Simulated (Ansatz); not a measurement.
Consider the following.

V2O5:
```
V2O5
1.0
    6.16928     0.00000     0.00000
    0.00000     3.51936     0.00000
   -0.00001     0.00000     6.96361
V O
4 10
Cartesian
  1.59912   0.87984   1.96041
  4.57014   2.63952   5.00320
  4.97339   0.87984   0.68140
  1.19587   2.63952   6.28221
  1.59660   2.63952   1.36441
  4.57267   0.87984   5.59920
  5.93209   0.87984   2.10073
  0.23717   2.63952   4.86288
  3.43528   0.87984   1.21148
  2.73398   2.63952   5.75214
  5.28550   2.63952   0.22321
  0.88377   0.87984   6.74040
  2.00029   0.87984   3.46700
  4.16897   2.63952   3.49661
```

This is the LDA-relaxed structure. x, y and z are the axes in which the lattice vectors are written.

All from LDA in the plane-wave PAW code Ansatz, unless another level is named. Give the electronic dielectric constant ε∞ (DFPT).

7.43 (xx), 8.52 (yy), 4.84 (zz).

What about the Born charges (a third of the trace)?

V +5.72 to +5.95, O -2.97 to -1.18 e.

And the static dielectric constant ε0 (ions relaxed, cell fixed)?

33.3 (xx), 54.7 (yy), 6.91 (zz).

Space group P2_1/m. The workflow started from a Materials Project entry (that database holds measured and hypothetical structures alike); the Crystallography Open Database copy checked does not list it. COD files the formula under space group No. 31, 59. Whether it is the stable phase at ambient conditions was not checked. Symmetry was held in the LDA relaxation; phonons show weakly imaginary modes. The run is not spin-polarised. No Hubbard U is applied. A crystal of weakly bound layers computed without a dispersion correction: the cell and the soft elastic constants depend strongly on that.

Potentials: the later of the program's two PAW sets.
